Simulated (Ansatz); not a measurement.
Values for one crystal, relaxed and computed with the program Ansatz at the r²SCAN level (PAW); other levels are named.

```yaml
volume_per_atom: 16.48 Å³
electronic_character: metallic (no gap)
Bulk modulus (Birch–Murnaghan fit): 1180 kbar
Density of states at the Fermi level: 0.29 states/eV per atom (mean over ±0.08 eV)
Pressure derivative B′: 4.7
mechanical_stability: unstable (C has a negative eigenvalue)
Formation energy from the elements (no fitted shifts): -0.38 eV/atom
```

Question: Which of these materials gives this?
(A) AlRu, Cmcm (Al on 4c, Ru on 4c)
(B) AlCo, rock salt
(C) AlPd, rock salt
(D) CoMo, rock salt

Answer: C, AlPd, rock salt

Space group Fm-3m (rock salt). The start of the workflow was typed in or built on a structure type; neither database checked (COD, Materials Project) lists it. Its standing as an ambient phase is unchecked. The r²SCAN relaxation kept the symmetry of its start. No spin polarisation was allowed. The references are the lowest solids computed at this level, not always the standard phases. Scalar-relativistic: spin–orbit coupling is off unless named, which matters more the heavier the elements.

Potentials: the earlier of the program's two PAW sets.
